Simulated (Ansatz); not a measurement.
# Relaxing a structure of FeSi

The start is a generated trial cell of FeSi in the WC structure type. Cell shape, volume and atoms are optimised at zero target pressure with PBEsol (plane waves to 420 eV, PAW, scalar-relativistic; Ansatz, a first-principles code). The first steps use a coarse 8×8×8 k-mesh.

Starting cell:
```
CELL_PARAMETERS angstrom
      3.16702     0.00000     0.00000
     -1.58351     2.74272     0.00000
      0.00000     0.00000     3.09086
ATOMIC_POSITIONS crystal
  Fe 0.00000 0.00000 0.00000
  Si 0.66667 0.33333 0.50000
```
Spin-polarised start, with parallel moments on Fe.

Problem. What pressure does the first self-consistent step give?

Solution. -18 GPa (negative: the cell is under tension).

Problem. By how much does the energy per atom fall from start to end?

Solution. 0.24 eV/atom.

Problem. How does the volume per atom move from start to end?

Solution. -18.8 %, from 13.42 to 10.90 Å³/atom.

Problem. How do the shortest distances between atoms change?

Solution. The closest pairs of elements (up to four, under 3.6 Å), start → end: Fe–Si 2.39 → 2.33 Å; Fe–Fe 3.09 → 2.69 Å; Si–Si 3.09 → 2.69 Å.

Problem. What band gap does the relaxed structure have at this level?

Solution. No gap (metallic).

Problem. What does it relax into? Give the structure.

Solution. 
```cif
data_FeSi
_chemical_formula_sum 'Fe1 Si1'
_space_group_name_H-M_alt 'P-6m2'
_space_group_IT_number 187
_space_group_name_Hall 'P -6 2'
_cell_length_a 2.68702
_cell_length_b 2.68702
_cell_length_c 3.48610
_cell_angle_alpha 90.000
_cell_angle_beta 90.000
_cell_angle_gamma 120.000
loop_
_atom_site_label
_atom_site_type_symbol
_atom_site_symmetry_multiplicity
_atom_site_Wyckoff_symbol
_atom_site_fract_x
_atom_site_fract_y
_atom_site_fract_z
_atom_site_occupancy
Fe1 Fe 1 a 0.00000 0.00000 0.00000 1
Si1 Si 1 d 0.33333 0.66667 0.50000 1
```

The space group stays P-6m2 (No. 187) (the run could not lower it), with 2 atoms in the primitive cell. Final values are on a 20×20×13 k-mesh of the relaxed cell. No spin polarisation in the result: the starting moments vanished. A magnetic state may lie lower.

The run could not lose the symmetry of its start: the end is stationary, and may be a saddle point rather than a minimum.

All atoms sit on sites fixed by symmetry, so only the cell could relax.

The relaxed structure here is a generated cell of FeSi: the first start was made by placing the elements on the sites of a structure type, and the end was not matched to a known phase here, so it may be hypothetical.
